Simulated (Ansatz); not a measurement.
Cu Kα1 powder pattern (kinematic, no thermal factors).
```csv
2θ (°),relative intensity
19.32,2
20.93,3
28.64,61
33.79,30
39.22,40
40.09,100
42.61,27
44.87,5
55.46,15
57.33,16
59.29,23
60.45,6
64.72,23
69.53,4
71.08,17
76.29,14
76.75,5
78.36,6
79.59,1
84.32,4
86.55,20
89.33,5
```

The pattern is computed from a structure relaxed with Ansatz 0.2.0, DFT PBE, scalar-relativistic, plane waves, PAW. No spin polarisation. Its elements are Al, Ga, P.

Problem. Give the structure.

Solution. Al$_{2}$GaP$_{3}$.
Space group P6/mmm (No. 191). a = 5.300 Å, b = 5.300 Å, c = 4.240 Å, α = 90.00°, β = 90.00°, γ = 120.00°
```
atom  site  symmetry       x       y       z
  Al    2c      -6m2  0.3333  0.6667  0.0000
  Ga    1a     6/mmm  0.0000  0.0000  0.0000
   P    3g       mmm  0.5000  0.0000  0.5000
```

A pattern alone doesn't exclude other cells with like lines; this is the one computed.

Another cell of Al2GaP3 relaxed alike, in P4mm, lies 0.40 eV/atom lower, so this cell isn't the stable form at this level.

It was reached by relaxing an invented guess, and it needn't be the stable form of this composition.
